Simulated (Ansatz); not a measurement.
ZnS (wurtzite)

```
ZnS
1.0
    3.80610     0.00000     0.00000
   -1.90305     3.29618     0.00000
    0.00000     0.00000     6.24474
Zn S
2 2
Cartesian
  1.90305   1.09873   6.24317
  0.00000   2.19745   3.12080
  1.90305   1.09873   3.90579
  0.00000   2.19745   0.78342
```

E(V) scan at fixed shape, V₀ the volume above. The atoms relax within the cell's symmetry.

The numbers are results of r2SCAN (plane waves to 500 eV, PAW, scalar-relativistic; Ansatz, a first-principles code), not measurements. k mesh 10×10×6 (Γ-centred), Fermi-Dirac smearing 0.05 eV. E stands for the smeared free energy. ZnS was relaxed with its symmetry unable to fall. The zero of ΔE is the relaxed starting cell.

Problem. Predict the ΔE (eV/atom) at V/V₀ = 0.900, 0.940, 0.960, 1.020, 1.040, 1.080.

Solution. 
| V/V₀ | ΔE (eV/atom) |
|---|---|
| 0.900 | 0.0577 |
| 0.940 | 0.0192 |
| 0.960 | 0.0082 |
| 1.020 | 0.0018 |
| 1.040 | 0.0071 |
| 1.080 | 0.0267 |

(Under strain, the slope of the energy per volume gives the stress and its curvature an elastic modulus.)
